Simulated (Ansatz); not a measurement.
Relaxed TaN (rock salt):

```
TaN
1.0
    0.00000     4.37561     4.37561
    2.18780     0.00000     2.18780
    2.18780     2.18780     0.00000
N Ta
2 2
Cartesian
  0.00000   0.00000   0.00000
  0.00000   2.18780   2.18780
  2.18780   2.18780   2.18780
  2.18780   4.37561   4.37561
```

Scan: atom 1 (N, nearest neighbour Ta at 2.188 Å; its periodic images, 3.1 Å or more away, move with it) is displaced along Cartesian [110], direction (0.707, 0.707, 0.000) in Cartesian axes, by s. The other atoms stay.

Level of theory: PBEsol (plane waves to 420 eV, PAW, scalar-relativistic; Ansatz, a quantum-chemistry and plane-wave program). k mesh 15×15×15 (Γ-centred), Fermi-Dirac smearing 0.05 eV. Left out: 2 of 11 points, with atoms too close for the PAW data. With partly filled bands, energies and forces of such displacements shift with the k mesh and the smearing. F∥ is the force on the atom along that direction. Spin-orbit coupling is left out, though Ta is heavy. TaN is run without spin polarisation. TaN was relaxed with its symmetry unable to fall. This is a high-temperature form of TaN. 

```tsv
s (Å)	F∥ (eV/Å)
-0.528	6.198
-0.396	4.819
-0.264	3.352
-0.132	1.721
0.000	0.000
0.132	-1.721
0.264	-3.352
0.396	-4.819
0.528	-6.198
```

Task: What is the force constant k = d²E/ds² of this move at s = 0?

Result: 13.1 eV/Å². The forces along the line at the two nearest points give (1.721 − (-1.721)) / (2·0.132) = 13.04 eV/Å²; the next pair corrects for the finite step.

(A displaced cell: forces are minus the slopes of the energy, force constants its curvatures, and phonons follow from these.)
